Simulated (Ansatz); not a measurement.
## SnSe (Fm-3m), a vibration from a frozen displacement

Computed with DFT LDA, scalar-relativistic, plane waves, PAW (Ansatz). The runs took a 420 eV cutoff, a Γ-centred 6×6×6 mesh and Gaussian smearing (0.05 eV). No spin polarisation. Energies are free energies at this smearing, counted from the undisturbed cell; pressure is positive in compression.

Reference structure (relaxed at this level; with this scan's settings it stands at 0.1 GPa; this rock-salt form isn't the usual structure):

```yaml
crystal:
  lattice:
    - [5.89330, 0.00000, 0.00000]
    - [0.00000, -5.89330, 0.00000]
    - [0.00000, 0.00000, -5.89330]
  atoms:
    - { symbol: Sn, position: [0.00000, 0.00000, 0.00000] }
    - { symbol: Sn, position: [0.50000, 0.50000, 0.00000] }
    - { symbol: Sn, position: [0.50000, 0.00000, 0.50000] }
    - { symbol: Sn, position: [0.00000, 0.50000, 0.50000] }
    - { symbol: Se, position: [0.50000, 0.00000, 0.00000] }
    - { symbol: Se, position: [0.00000, 0.50000, 0.00000] }
    - { symbol: Se, position: [0.00000, 0.00000, 0.50000] }
    - { symbol: Se, position: [0.50000, 0.50000, 0.50000] }
```

Atom 5 (Se) is moved by x along the Cartesian unit vector (0.000, 0.000, 1.000); the cell and all other atoms stay fixed. The cell's volume is 204.68 Å³; the moved atoms weigh 78.971 u together and the others 711.753 u. Some rows repeat others by symmetry and weren't run.

```csv
x (Å),ΔE (meV/cell),total force on the moved atoms along the move (eV/Å),pressure (GPa)
-0.1000,6.91,0.1471,0.1187
-0.0900,5.53,0.1294,0.1096
-0.0800,4.32,0.1126,0.1014
-0.0600,2.38,0.0814,0.0881
-0.0400,1.04,0.0528,0.0786
-0.0200,0.26,0.0259,0.0730
0.0000,0.00,0.0000,0.0711
0.0200,0.26,-0.0259,0.0730
0.0400,1.04,-0.0528,0.0786
0.0600,2.38,-0.0814,0.0881
0.0800,4.32,-0.1126,0.1014
0.0900,5.53,-0.1294,0.1096
0.1000,6.91,-0.1471,0.1187
```

Question: What frequency belongs to this motion?

Answer: The force constant is k = −dF/dx = 1.295 eV/Å², from the parabola through x = -0.0200, 0 and 0.0200. In every cell the moved atoms swing against the rest, so the mass is μ = m₁m₂/(m₁ + m₂) = 71.084 u, and ν̃ = 521.5 cm⁻¹ × √(|k|/μ) = 70 cm⁻¹. The pattern needn't be a normal mode: ν̃² is then a weighted mean of the squared nonzero frequencies at the zone centre of this cell, taken without macroscopic field, so it lies between the lowest and the highest of them.

Question: How far does the harmonic law reach?

Answer: At x = -0.100 Å, kx²/2 = 6.48 meV against the computed 6.91 meV (+6.7 %): the well is still close to harmonic there.

Cost: 7 runs of about 10 core-minutes in all, on Intel Xeon Processor @ 2.50GHz (Skylake/Cascade Lake) (shared hosts).